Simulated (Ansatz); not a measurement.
Input and command of a calculation in Ansatz (plane waves; scalar-relativistic PAW potentials unless the input names others):

```yaml
crystal:
  lattice:
    - [3.8683, 0.0, 0.0]
    - [0.0, 3.8683, 0.0]
    - [0.0, 0.0, 3.8683]
  atoms:
    - { symbol: Tl, position: [0.0, 0.0, 0.0] }
    - { symbol: Bi, position: [0.5, 0.5, 0.5] }
basis:
  ecutwfc: 420
kpoints:
  mp_grid: { grid: [12, 12, 12], kspacing: 0.3 }
hamiltonian:
  xc: lda
scf:
  occupations: { method: fermi_dirac, width: 0.15 }
  max_iter: 80
output:
  forces: true
  eigenvalues: true
  stress: true
```

```bash
ansatz run input.yaml --threads 1 --pin off --max-ram 1228MiB --backend cpu --events-out ev --progress --plain --runs-dir out
```

**Question.** What will the program do with this input?

**Answer.** The program refuses it, because of a mesh typed together with a spacing (kpoints.mp_grid.kspacing: not typed → 0.3). Without that key it is accepted.

Abridged log:
```
Error: invalid value for `kpoints.mp_grid.kspacing`: mutually exclusive with `grid` — set one or the other
```

Cost: 1 run of about 0.0052 core-minutes, on Arm Neoverse N1 (shared hosts).